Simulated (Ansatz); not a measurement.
Si (diamond)

```cif
data_Si2
_chemical_formula_sum 'Si2'
_space_group_name_H-M_alt 'P 1'
_space_group_IT_number 1
_cell_length_a 3.86779
_cell_length_b 3.86779
_cell_length_c 3.86779
_cell_angle_alpha 60.000
_cell_angle_beta 60.000
_cell_angle_gamma 60.000
loop_
_space_group_symop_operation_xyz
  'x, y, z'
loop_
_atom_site_label
_atom_site_type_symbol
_atom_site_fract_x
_atom_site_fract_y
_atom_site_fract_z
_atom_site_occupancy
Si1 Si 0.50000 0.50000 0.50000 1
Si2 Si 0.75000 0.75000 0.75000 1
```

Equation-of-state scan: isotropic scaling of the cell above, V₀ being its volume. Symmetry pins the atoms to their sites.

Level of theory: PBE (plane waves to 420 eV, PAW, scalar-relativistic; Ansatz, an electronic-structure program). k mesh 10×10×10 (Γ-centred), Fermi-Dirac smearing 0.05 eV. The energy includes the smearing's −TS. Si was relaxed with its symmetry unable to fall. The PAW data are Ansatz's earlier set. ΔE is measured from the relaxed starting cell.

```tsv
V (Å³/atom)	ΔE (meV/atom)
17.184	196.6
18.002	102.2
18.820	42.0
19.639	9.8
20.457	0.0
21.275	8.5
22.094	31.7
22.912	66.7
23.730	111.1
```

**Question.** What is the fitted pressure derivative B₀′?

**Answer.** 4.3.

**Question.** What bulk modulus B₀ follows from a third-order Birch-Murnaghan fit?

**Answer.** 88.4 GPa. Check by three points about V = 20.457 Å³/atom, step 0.818: d²E/dV² ≈ (9.8 − 2·0.0 + 8.5) meV / 0.818² = 0.0273 eV/Å⁶, and V·d²E/dV² × 160.2 = 89.6 GPa.

(A scan under strain: stresses follow from slopes of the energy per volume, elastic moduli from its curvatures.)
